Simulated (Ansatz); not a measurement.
SbO$_{2}$ in space group C2/c (No. 15; Sb on 4e, Sb on 4d, O on 8f, O on 8f), the program Ansatz at the PBE level (PAW), all energies at zero smearing, with the estimated change up to a 700 eV cutoff added, with one set of potentials and settings (totals compare only within such a set). Cell of 12 atoms (4 Sb, 8 O): -30473.457 eV.

```
element                            reference phase  E (eV/atom)
-------  -----------------------------------------  -----------
Sb                       R-3m, 2 atoms in the cell   -6484.4916
O        C2/m, 4 atoms in the cell, spin-polarised    -565.0000
```

Formation energy per atom, worked out: (-30473.457 − 4×(-6484.4916) − 8×(-565.0000))/12 = -1.291 eV/atom (-125 kJ per mol of atoms), at 0 K, without zero-point energy or fitted corrections.

The first step of the workflow began from a Materials Project structure, measured or hypothetical; the Crystallography Open Database files this formula in space group No. 15, but the cells were not matched. Its standing as an ambient phase is unchecked. Symmetry was held in the PBE relaxation; whether a distortion lowers the energy is not shown. The references are the lowest solids computed at this level, not always the standard phases (solids in place of the gases). Scalar-relativistic: spin–orbit coupling is off unless named, which matters more the heavier the elements.

Potentials: the later of the program's two PAW sets.
